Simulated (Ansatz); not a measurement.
# Elastic constants of Ag (P6_3/mmc), step by step

```
Ag
1.0
     2.86645    0.00000    0.00000
    -1.43322    2.48242    0.00000
     0.00000    0.00000    4.69352
Ag
2
Direct
  0.33333 0.66667 0.25000
  0.66667 0.33333 0.75000
```

Level of theory, where no other is named: PBEsol, all-electron LAPW in Ansatz 0.2.0, scalar-relativistic. k mesh 18×18×10, Fermi-Dirac smearing of 0.080 eV, basis error target 1 meV/atom. The cell was relaxed by PAW under this functional, which moved its volume by -6 % from the database entry's. The structure is one entry of a database and needn't be the stable phase.

The cell is hexagonal and carries a residual pressure of -0.05 GPa at this level. Each strain component that symmetry leaves independent is applied at ±0.008, the ions relax wherever a strain frees them, and the stress (tension positive, GPa) is read. Shears are engineering strains, γ = 2ε.

```json
{"strain": "xx", "size": "-0.008", "σxx": "-1.3136", "σyy": "-0.8353", "σzz": "-0.6348", "σyz": "0.0000", "σxz": "0.0000", "σxy": "0.0000"}
{"strain": "xx", "size": "+0.008", "σxx": "1.3291", "σyy": "0.9002", "σzz": "0.6490", "σyz": "0.0000", "σxz": "0.0000", "σxy": "0.0000"}
{"strain": "zz", "size": "-0.008", "σxx": "-0.6075", "σyy": "-0.6075", "σzz": "-1.5557", "σyz": "0.0000", "σxz": "0.0000", "σxy": "0.0000"}
{"strain": "zz", "size": "+0.008", "σxx": "0.6772", "σyy": "0.6772", "σzz": "1.4810", "σyz": "0.0000", "σxz": "0.0000", "σxy": "0.0000"}
{"strain": "yz", "size": "-0.008", "σxx": "0.0514", "σyy": "0.0633", "σzz": "0.0080", "σyz": "-0.1887", "σxz": "0.0000", "σxy": "0.0000"}
{"strain": "yz", "size": "+0.008", "σxx": "0.0514", "σyy": "0.0633", "σzz": "0.0080", "σyz": "0.1887", "σxz": "0.0000", "σxy": "0.0000"}
```

A central difference gives one constant, for example C11 ≈ (1.3291 − (-1.3136))/(0.016) = 165.2 GPa; the program then imposes the crystal's symmetry on the whole matrix.

**Question.** What are the independent elastic constants?

**Answer.** C11 = 165.2, C12 = 108.5, C13 = 80.3, C33 = 189.8, C44 = 23.6 GPa.

**Question.** Is the crystal stable against homogeneous strain?

**Answer.** The least eigenvalue of the 6×6 matrix is 23.6 GPa, so yes.

**Question.** What moduli does a random aggregate of grains have?

**Answer.** Voigt and Reuss bounds: B from 117.6 to 117.6 and G from 28.8 to 31.8 GPa; their means are B = 117.6 and G = 30.3 GPa. Then E = 9BG/(3B + G) = 83.8 GPa, ν = (3B − 2G)/(6B + 2G) = 0.381 and B/G = 3.87, on the ductile side of Pugh's 1.75 (a rule of thumb).

**Question.** With the density of 10.727 g/cm³, how fast does sound travel, and what Debye temperature follows?

**Answer.** 

```csv
direction,slow (m/s),middle (m/s),fast (m/s)
x,1483,1626,3924
y,1483,1626,3924
z,1483,1483,4206
```

The mean of v⁻³ over directions and branches gives v_m = 1879 m/s and θ_D = (ħ/k_B) v_m (6π²n)^(1/3) = 219 K, n being atoms per volume. Young's modulus spans 70 to 143 GPa over directions, and the universal anisotropy index is 0.52.

**Question.** How far do the constants move if PAW replaces LAPW in the same cell?

**Answer.** 

```tsv
constant	LAPW (GPa)	PAW (GPa)	difference
C11	165.2	165.3	0.1
C12	108.5	108.6	0.1
C13	80.3	80.4	0.1
C33	189.8	189.9	0.1
C44	23.6	23.6	0.0
```

**Question.** How do the constants change if the ions are clamped to the homogeneous strain?

**Answer.** Clamped values, with the change against relaxed ions: C11 = 172.7 (+7.5), C12 = 100.9 (-7.5), C13 = 80.3 (+0.0), C33 = 189.8 (+0.0), C44 = 23.6 (+0.0) GPa.

**Question.** What happens at 2 GPa (cell relaxed there)?

**Answer.** The volume falls to 0.9837 of its value, and C11 = 179.8, C12 = 120.0, C13 = 88.3, C33 = 207.4, C44 = 25.4 GPa (slopes of the stress), in this structure whether or not another phase takes over.

Limits of these numbers: responses of metals move with mesh and smearing; the frozen-core PAW files of the compared runs were fitted under PBE, their cores solved anew for this functional.
